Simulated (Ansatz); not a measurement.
Data:

SiC:
```
SiC
1.0
    5.81410     0.00000     0.00000
    0.00000     3.12515     0.00000
    0.00000     0.00000     5.18905
Si C
4 4
Direct
  0.15937   0.25000   0.40411
  0.34063   0.75000   0.90411
  0.84063   0.75000   0.59589
  0.65937   0.25000   0.09589
  0.82462   0.25000   0.39609
  0.67538   0.75000   0.89609
  0.17538   0.75000   0.60391
  0.32462   0.25000   0.10391
```

This is the PBEsol-relaxed structure. x, y and z are the axes in which the lattice vectors are written.

Task: All from PBEsol in the plane-wave PAW code Ansatz, unless another level is named. Predict the valence-band maximum.

Result: at Γ.

Task: Next, the weight of the valence-edge state by species (Voronoi cells)?

Result: C 81 %, Si 19 %.

Task: Give the conduction-band minimum.

Result: at U (k = 0.500, 0.000, 0.500).

Task: Predict the weight of the conduction-edge state by species (Voronoi cells).

Result: Si 63 %, C 37 %.

Space group Pnma. The start of the workflow was typed in or built on a structure type; neither database checked (COD, Materials Project) lists it. It is not the phase usual at ambient conditions (space group No. 186, 216). Symmetry was held in the PBEsol relaxation; phonons on a q-mesh show no instability.

Potentials: the later of the program's two PAW sets.
